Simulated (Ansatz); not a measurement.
Relaxed-ion elastic tensor of Si in space group Cmcm (No. 63; Si on 8f, Si on 8f, Si on 8f) in GPa (Voigt order), plane-wave PAW r²SCAN (Ansatz code); density 2.15 g/cm³, 21.70 Å³ per atom.

```
 172  37.2  36.7   0.0   0.0   0.0
37.2   208  43.1   0.0   0.0   0.0
36.7  43.1   153   0.0   0.0   0.0
 0.0   0.0   0.0  36.8   0.0   0.0
 0.0   0.0   0.0   0.0  42.4   0.0
 0.0   0.0   0.0   0.0   0.0  53.5
```

### Question
Is the crystal mechanically stable?

### Answer
Yes: the smallest eigenvalue of C is 36.8 GPa.

### Question
Work out the Voigt, Reuss and Hill averages.

### Answer
K_V = 85.1, K_R = 83.8, K_H = 84.4; G_V = 54.2, G_R = 50.5, G_H = 52.3 GPa.

### Question
Give Young's modulus, Poisson's ratio, Pugh's ratio and the universal anisotropy index.

### Answer
E = 9KG/(3K + G) = 130 GPa; ν = 0.24; K/G = 1.61 (brittle by the Pugh limit of 1.75); A_U = 5G_V/G_R + K_V/K_R − 6 = 0.38.

### Question
Estimate the sound speeds and the Debye temperature.

### Answer
v_l = √((K + 4G/3)/ρ) = 8470 m/s, v_t = √(G/ρ) = 4930 m/s, mean 5470 m/s; Θ = (h/k)(3n/4πV)^(1/3) v_m = 584 K.

### Question
How much does each axis shrink under pressure?

### Answer
Linear compressibilities β_i = Σ_j S_ij (j = 1 to 3): x 4.2, y 3.1, z 4.7 per TPa.

The first step of the workflow began from a Materials Project structure, measured or hypothetical; the Crystallography Open Database copy checked does not list it. It is not the phase usual at ambient conditions (space group No. 227). The r²SCAN relaxation kept the symmetry of its start; phonons on a q-mesh show no instability.

Potentials: the earlier of the program's two PAW sets.
